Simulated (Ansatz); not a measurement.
# Pb (simple cubic): energy against volume

Computed with Ansatz 0.2.0, DFT, BLYP, plane waves (420 eV) with PAW, scalar-relativistic. (PAW data from PBE, frozen cores regenerated.)

The cell is scaled uniformly from the relaxed one, with fractional coordinates and shape fixed. Energies are extrapolated to zero smearing, pressures are those at the given smearing. Magnetic state: spin not included.

A Birch-Murnaghan fit gives V₀ = 37.42 Å³/atom, B₀ = 28 GPa, B₀′ = 4.8.

**Question.** What are the energy above the minimum and the pressure at 32.929 Å³/atom?

**Answer.** 60.4 meV/atom and 4.95 GPa as computed.

**Question.** What are the energy above the minimum and the pressure at 38.916 Å³/atom?

**Answer.** 4.8 meV/atom and -0.93 GPa as computed.

**Question.** What are the energy above the minimum and the pressure at 40.413 Å³/atom?

**Answer.** 18.0 meV/atom and -1.72 GPa as computed.
